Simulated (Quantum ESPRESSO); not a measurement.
## Cu4GaInOs2 in 5 site orders

All numbers below are calculated, not measured. They come from Quantum ESPRESSO 7.5, a public plane-wave density functional program. Each row is one single-point run on a made-up periodic cell of eight metal atoms, with elements, volume, strain and displacements drawn at random and not relaxed, so a cell may be unstable or far from any real phase. There is no spin polarisation or spin-orbit coupling.

Settings: PBE unless stated; PseudoDojo standard norm-conserving files; Fermi-Dirac width 0.25 eV, which means electrons at about 2900 K; cutoff 1252 eV; 6 x 5 x 5 k mesh shifted half a step off Gamma. E is the free energy of the whole cell (internal energy minus TS), so a -TS column is already part of it. Stress is positive in tension, and the pressure P is minus a third of its trace.

Checks: one run of this series was repeated at a higher cutoff and on a denser mesh, which moved values by no more than 0.003 eV, 0.02 GPa and 0.004 eV/Å, and a second program with other atomic files agreed on it to 2 % rms in force and 0.5 GPa in pressure. Known limits: the copper pseudopotential is less sure than most, with forces differing by about three percent and pressure by about two GPa from a second method on plain copper; heavy elements are run without spin-orbit coupling, which real alloys of them have; a spin test at this wide smearing found no moment, but such smearing suppresses magnetism that the real alloy may have.

The lattice is hexagonal close-packed, and the cell vectors in Å are (4.106, -2.395, -0.002); (-2.713, 0.038, -4.420); (2.648, 4.635, -0.001), a volume of 112.20 Å³. The runs move one In atom among sites that otherwise hold Cu, on the same eight displaced sites. E is counted from run 1, and the rms force is over all 24 components. Nothing is relaxed, so E mixes bonding between neighbours with strain on unrelaxed sites, and it is not an ordering energy.

```
run  elements on sites 1 to 8  E (eV)  -TS (eV)  rms force (eV/Å)  largest force (eV/Å)  P (GPa)
  1   In Os Cu Os Cu Cu Ga Cu   0.000    -1.046             0.535                  1.38     3.22
  2   Cu Os In Os Cu Cu Ga Cu   0.036    -1.070             0.621                  1.91     3.17
  3   Cu Os Cu Os In Cu Ga Cu  -0.128    -1.017             0.731                  2.36        ?
  4   Cu Os Cu Os Cu In Ga Cu  -0.444    -0.974             0.573                  1.67     2.04
  5   Cu Os Cu Os Cu Cu Ga In  -0.067    -1.014             0.549                  1.26     2.84
```

## Worked fit

A straight line through the runs shown gives P = 3.11 + 2.43 E GPa with E in eV, an error of 0.29 on the slope and a scatter of 0.11 GPa. At this fixed volume the orders of higher energy tend to have the higher pressure.

## Withheld value

Question: what pressure should run 3 give?

The fit gives 2.80 ± 0.12 GPa. The calculation gave 2.14 GPa. This run lies off the fit by more than twice that error, so something that the fit leaves out matters here.
